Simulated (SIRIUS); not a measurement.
Input and output of a self-consistent single point for Nb (P-1, 7 atoms in the cell; from Materials Project mp-1104341, changed as shown) (SIRIUS).

Method: PBEsol, GBRV PBEsol ultrasoft pseudopotentials (plane waves; SIRIUS).

The change in words: lattice vector a scaled by 1.01. Reference geometry (P-1):
```xyz
7
Lattice="2.7797 0.0000 0.0000 0.1609 4.6669 0.0000 0.7590 1.8968 9.7361" Properties=species:S:1:pos:R:3 pbc="T T T"
Nb     2.2685     2.0999     5.5617
Nb     1.4311     4.4638     4.1743
Nb     3.2571     4.3891     6.9477
Nb     0.4425     2.1746     2.7884
Nb     1.2832     1.9872     8.3406
Nb     2.4164     4.5765     1.3955
Nb     1.4703     2.3334     0.0000
```

Reference input (self-consistent single point, DFT, PBEsol, plane waves, GBRV PBEsol ultrasoft pseudopotentials): parameters.ngridk = 5 3 2; parameters.xc_functionals = [XC_GGA_X_PBE_SOL, XC_GGA_C_PBE_SOL]; parameters.gk_cutoff = 6.325 1/bohr; parameters.pw_cutoff = 14.143 1/bohr; parameters.smearing = gaussian; parameters.smearing_width = 0.00734986 Ha; potentials = GBRV PBEsol ultrasoft pseudopotentials; parameters.electronic_structure_method = pseudopotential; parameters.num_bands = 55; parameters.num_mag_dims = 0; parameters.num_dft_iter = 100; parameters.energy_tol = 1e-07 Ha. This run's input differs from it in these lines:

```diff
@@ -32,3 +32,3 @@
     "lattice_vectors": [
-      [5.2529643052, 0.0, 0.0],
+      [5.3054930223, 0.0, 0.0],
       [0.3039662266, 8.8191477332, 0.0],
@@ -43,9 +43,9 @@
       "Nb": [
-        [4.2868221303, 3.968248623, 10.510156171],
-        [2.7043840739, 8.4353448514, 7.8883666667],
-        [6.1550051063, 8.2941869326, 13.129185897],
-        [0.8362010979, 4.1094065419, 5.2693369407],
-        [2.424812001, 3.7553175717, 15.7614625594],
-        [4.5663942032, 8.6482759028, 2.6370602783],
-        [2.7784652659, 4.4095738666, 0.0]
+        [4.3208344746, 3.968248623, 10.510156171],
+        [2.7229004467, 8.4353448514, 7.8883666667],
+        [6.2043421785, 8.2941869326, 13.129185897],
+        [0.8393927428, 4.1094065419, 5.2693369407],
+        [2.436536936, 3.7553175717, 15.7614625594],
+        [4.6071979853, 8.6482759028, 2.6370602783],
+        [2.8047296244, 4.4095738666, 0.0]
       ]
```

Log, with long lists cut:

```
[find] density tolerance         : 1e-06
[find] total energy tolerance    : 1e-07
[find] iter_solver_tol (initial) : 0.01
[find] iter_solver_tol (target)  : 1e-13
[find] num_dft_iter              : 100
Charges and magnetic moments
--------------------------------------------------------------------------------
total charge          : 91.000000
[find] | SCF iteration   0 out of 100|
[diagonalize] iterative solver tolerance (occupied, empty): 0.01 0.01
[diagonalize] average number of iterations: 1.25
[find] Charges and magnetic moments
[find] total charge          : 91.000000
[find] Energy
   [... lines left out ...]

[find] Charges and magnetic moments
[find] total charge          : 91.000000
[find] Energy
[find] smearing (-TS)                 :      -0.00702784
[find] Total energy                   :    -412.73167274 (Ha),    -825.46334549 (Ry)
[find] Free energy (E-TS)             :    -412.73870058 (Ha),    -825.47740116 (Ry)
[find] band gap (eV)                  :       0.00000000
[find] Efermi                         :       0.64833974
[find] iteration : 16, RMS (target) : 6.2327e-07 (1.0000e-06) , energy difference (target) : -1.7343e-10 (1.0000e-07)
[find] bands are converged : true
[find] iterative solver converged : true
[find] converged after 17 SCF iterations!
[find] Charges and magnetic moments
[find] total charge          : 91.000000
[find] Energy
[find] smearing (-TS)                 :      -0.00702784
[find] Total energy                   :    -412.73167274 (Ha),    -825.46334549 (Ry)
[find] Free energy (E-TS)             :    -412.73870058 (Ha),    -825.47740116 (Ry)
[find] band gap (eV)                  :       0.00000000
[find] Efermi                         :       0.64833974
[ground_state] === stress tensor components [kbar] ===
[ground_state] === stress_total ===
[ground_state]    34.428179   18.843030   -5.745271
[ground_state]    18.843030   75.235425  -22.230614
[ground_state]    -5.745271  -22.230614   79.637331
[ground_state] ==== total Forces in Ha/bohr =====
   [... lines left out ...]
[ground_state] atom:    2, force:      -0.0011085     -0.0008567      0.0000271
[ground_state] atom:    3, force:       0.0011085      0.0008567     -0.0000271
[ground_state] atom:    4, force:      -0.0009012     -0.0007139     -0.0000818
[ground_state] atom:    5, force:       0.0009012      0.0007139      0.0000818
[ground_state] atom:    6, force:       0.0000000      0.0000000      0.0000000
```

The run converged in 17 iterations. SIRIUS prints the stress tensor with tension positive. Against the reference run the free energy rises by 2.0 meV/atom, the pressure goes from -4.48 to -6.31 GPa and the largest force moves little (0.076 to 0.072 eV/Å).

The structure comes from a collection of computed structures, made at another level of theory; the collection holds predicted forms beside known ones. Its lattice was then scaled. No clean gap shows at this smearing width and mesh (spacing up to 0.46 Å⁻¹); the mesh is coarse for partly filled bands, so the values carry mesh errors.

Cost on one core: roughly 70 core-seconds.
